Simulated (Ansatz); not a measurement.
Several occupations of a zinc blende lattice at one composition, 2 In, 2 Cd, 2 Zn, 2 Ag; 8 Se. Sites, in fractions of the cell -5.964 5.964 0.000; -5.964 0.000 5.964; 0.000 5.964 5.964 Å:

| cell | sites |
| --- | --- |
| all | Cd (0.50 0.50 0.00), Se (0.38 0.38 0.38), Se (0.38 0.38 0.88), Se (0.38 0.88 0.38), Se (0.38 0.88 0.88), Se (0.88 0.38 0.38), Se (0.88 0.38 0.88), Se (0.88 0.88 0.38), Se (0.88 0.88 0.88) |
| 1 | Ag (0.00 0.00 0.00), Ag (0.00 0.50 0.50), Cd (0.50 0.50 0.50), In (0.00 0.50 0.00), In (0.50 0.00 0.00), Zn (0.00 0.00 0.50), Zn (0.50 0.00 0.50) |
| 2 | Ag (0.00 0.50 0.00), Ag (0.50 0.00 0.50), Cd (0.00 0.50 0.50), In (0.00 0.00 0.50), In (0.50 0.00 0.00), Zn (0.00 0.00 0.00), Zn (0.50 0.50 0.50) |
| 3 | Ag (0.00 0.00 0.00), Ag (0.00 0.50 0.50), Cd (0.50 0.50 0.50), In (0.00 0.00 0.50), In (0.50 0.00 0.50), Zn (0.00 0.50 0.00), Zn (0.50 0.00 0.00) |

Each was relaxed without symmetry on coarser meshes and computed once more. Theory: Ansatz 0.2.0, DFT PBE, scalar-relativistic, plane waves, PAW.

Cutoff 420 eV; k points 5×5×5 on the computed 16-atom cell (Γ-centred); Gaussian smearing, width 0.10 eV; no spin polarisation.

Warren–Cowley parameters of the first shell of the sublattice with most elements (negative: unlike neighbours preferred):
```
cell Ag-Cd Ag-In Ag-Zn Cd-In Cd-Zn In-Zn
   1   0.00   0.00  -0.33  -0.33   0.00   0.00
   2  -0.33  -0.33  -0.33   0.33  -0.33  -0.33
   3   0.00  -0.33   0.00   0.00  -0.33   0.00
```

Forces of up to 0.05 eV/Å remain on the final mesh.

Which occupation is lowest in energy, and by how much?

Cell 2.
| cell | E − E(lowest) (meV/atom) | V (Å³/atom) |
| --- | --- | --- |
| 2 | 0.0 | 27.79 |
| 3 | 9.7 | 27.81 |
| 1 | 14.9 | 27.84 |

Cost: 6 runs of about 66 core-minutes in all (earlier runs that led there not counted), on Arm Neoverse V1 (shared hosts).